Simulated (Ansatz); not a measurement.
This run works on a proposed trial structure, not on a known crystal.

Input and command of a plane-wave DFT calculation in Ansatz:

```yaml
crystal:
  lattice:
    - [3.1678225976, 0.0, 0.0]
    - [-1.5839112988, 2.7434148442, 0.0]
    - [0.0, 0.0, 14.8190922949]
  atoms:
    - { symbol: Hf, position: [0.0, 0.0, 0.6749328918] }
    - { symbol: Hf, position: [0.0, 0.0, 0.3250671082] }
    - { symbol: Si, position: [0.0, 0.0, 0.0] }
    - { symbol: O, position: [0.3333333333, 0.6666666667, 0.6087581598] }
    - { symbol: O, position: [0.6666666667, 0.3333333333, 0.3912418402] }
    - { symbol: O, position: [0.6666666667, 0.3333333333, 0.7411052627] }
    - { symbol: O, position: [0.3333333333, 0.6666666667, 0.2588947373] }
basis:
  ecutwfc: 420
kpoints:
  mp_grid: { grid: [12, 12, 2] }
hamiltonian:
  xc: pbe
scf:
  occupations: { method: gaussian, width: 0.1 }
output:
  forces: true
  stress: true
  eigenvalues: true
  write_density: true
  write_potential: true
  elf: true
  volumetric_format: npy
relax:
  adjacent_minimum: "off"
  f_tol: 0.01
  max_steps: 30
  cell: { stress_tol: 0.1, fix: [volume] }
```

```bash
ansatz run input.yaml --threads 1 --pin off --max-ram 2560MiB --backend cpu --events-out ev --progress --plain --runs-dir out
```

Processor: Intel(R) Xeon(R) Processor @ 2.50GHz (Skylake/Cascade Lake), 1 thread, on a host shared with other jobs.

Task: How long does it run, and how much memory does it take?

Result: About 2 min, peak memory 0.54 GiB. It solves 48 bands at 38 k points (after reduction by symmetry) with about 2557 plane waves, in 31 SCF iterations over 4 ionic steps.
